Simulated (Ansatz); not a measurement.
Computed properties of BiAs

```yaml
crystal:
  lattice:
    - [5.03427, 0.00000, 0.00000]
    - [-2.51713, 4.35980, 0.00000]
    - [0.00000, 0.00000, 6.49567]
  atoms:
    - { symbol: As, position: [0.33333, 0.66667, 0.97259] }
    - { symbol: As, position: [0.66667, 0.33333, 0.47259] }
    - { symbol: Bi, position: [0.33333, 0.66667, 0.40341] }
    - { symbol: Bi, position: [0.66667, 0.33333, 0.90341] }
```

Atom numbers follow the list: As1, As2, Bi3, Bi4.

The structure comes from a relaxation in the same program, started in the wurtzite type, and has space group P6_3mc. Whether it is a known phase or the ground state wasn't checked.

Spin–orbit coupling is left out, though it moves levels of the heavy atoms by tenths of an eV or more.

All numbers are computed: DFT, PBE, all-electron LAPW, scalar-relativistic (Ansatz 0.2.0); DFT, PBE, PAW with Ansatz's default frozen-core files, scalar-relativistic (Ansatz 0.2.0); DFT, PBE, all-electron PAW with datasets made for the crystal, scalar-relativistic (Ansatz 0.2.0).

For LAPW: a Γ-centred 10×10×6 k mesh, Fermi–Dirac smearing of 0.08 eV, basis error target 0.5 meV/atom, no spin polarisation. PAW takes a cutoff of 420 eV at this cell. The crystal-made all-electron datasets (AE datasets) take a cutoff of 240 eV at this cell. The Ansatz runs share mesh, smearing and spin set-up. Values come from LAPW unless marked.

No spin–orbit coupling: at heavy atoms the gradients can be off by tens of per cent for that reason.

- Band gap: 0.10 eV, indirect from the line M (0.5, 0, 0)–K (0.333, 0.333, 0) to the line K (0.333, 0.333, 0)–Γ (so small a gap may close at points that the mesh and path miss)
- Smallest direct gap on the path: 0.77 eV
- Löwdin charges (with 0.11 e of the cell spilling out of the atomic basis, so their sizes and signs hang on that basis): As1 -0.32, Bi3 0.37 e
- Bader charges (from the PAW run): As1 -0.53, Bi3 +0.53 e
- Field gradients Vzz (crystal-made datasets): As1 1.35 (η = 0.00), Bi3 -4.29 (η = 0.00) in 10²¹ V/m²
- Volume per atom: 35.64 Å³
- Pressure at this cell: 0.02 GPa
